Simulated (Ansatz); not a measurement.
BaTiO$_{3}$:
Space group Pm-3m (No. 221); a = 3.994 Å, b = 3.994 Å, c = 3.994 Å, α = 90.00°, β = 90.00°, γ = 90.00°

```tsv
atom	site	symmetry	x	y	z
Ba	1a	m-3m	0.0000	0.0000	0.0000
Ti	1b	m-3m	0.5000	0.5000	0.5000
O	3c	4/mm.m	0.0000	0.5000	0.5000
```

Relaxed with r²SCAN.

Q: Tabulate the valence density and the electron localisation function along the shortest Ba–O contact (2.82 Å), DFT-r²SCAN in the program Ansatz with PAW potentials.

A: 

```
distance from Ba (Å)  density (e/Å³)   ELF
--------------------  --------------  ----
0.28                            0.55  0.01
0.42                            0.97  0.24
0.56                            1.33  0.65
0.71                            1.40  0.83
0.85                            1.17  0.88
0.99                            0.81  0.85
1.13                            0.50  0.72
1.27                            0.29  0.37
1.41                            0.19  0.11
1.55                            0.17  0.08
1.69                            0.22  0.20
1.84                            0.34  0.51
1.98                            0.61  0.74
2.12                            1.16  0.82
2.26                            2.28  0.82
2.40                            4.11  0.76
2.54                            6.02  0.58
```

The density is the valence pseudo-density with augmentation charge, so density and ELF within about 1 Å of a nucleus are not all-electron values.

This is a known high-temperature phase of the composition, computed here at zero pressure and temperature. The cell was relaxed with r²SCAN under the symmetry of its start; its stability against distortions is not shown here. The run is not spin-polarised. Scalar-relativistic: spin–orbit coupling is off unless named, which matters more the heavier the elements.

Potentials: the later of the program's two PAW sets.
